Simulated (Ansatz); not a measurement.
Method: r2SCAN, no spin polarisation; PAW, plane waves to 500 eV, 5×5×3 Γ-centred mesh, fermi-dirac occupations (width 0.0159 eV) (Ansatz 0.2.0), atoms fixed.

Computed maps in the lattice plane spanned by a (left to right, 4.89 Å, 15 points from zero) and c (bottom to top, 8.03 Å, 24 points from zero), 90° apart, at height 0.280 along b. The fields are smooth PAW ones with compensation charges, not the true ones near nuclei.

Valence density. Digits on a logarithmic scale: 0 up to 0.03 e/Å³, each further digit a factor of 1.6, 9 from 1.3 e/Å³ up:
```
322479998533454
632357876445788
853234543358999
964322211359999
976532000258999
999753100146899
999974200024578
999974200013469
999964200024678
998753100146899
976532000258999
964322221358999
853234543357999
632357886435787
323479998533454
234689999631122
356789998530001
579999986420003
699999764200014
699999653100014
689999764200014
568999987420002
345789999530001
224689999631222
```

The cell is ZnSe2O5. Which atoms lie within 0.2 Å of this plane, and where (fractions of a and c)?

Se at (0.20, 0.17), Se at (0.08, 0.67), O at (0.40, 0.34), O at (0.85, 0.84), O at (0.40, 0.01), O at (0.85, 0.51). The whole cell:
```xyz
16
Lattice="0.0000 4.8929 0.0000 6.2227 -2.4464 0.0000 3.0018 0.0000 -7.4472" Properties=species:S:1:pos:R:3 pbc="T T T"
Se    2.2519    0.3156   -1.2673
Se    5.4716    2.7620   -2.4563
Se    6.9725    2.1309   -6.1799
Se    3.7528   -0.3156   -4.9909
Zn    1.5009    2.4464   -3.7236
Zn    0.0000    2.4464    0.0000
O     0.7504    4.3155   -1.8618
O     2.2513    0.5774   -5.5854
O     2.5858    1.3470   -2.5373
O     5.1377   -1.0994   -1.1863
O     6.6386    1.0994   -4.9099
O     4.0867    3.5459   -6.2609
O     1.6084    1.3333   -0.0938
O     6.1151   -1.1131   -3.6298
O     7.6160    1.1131   -7.3534
O     3.1093    3.5596   -3.8174
```

Origin: a known structure type with other elements, at an estimated volume, so it need not be a known compound.
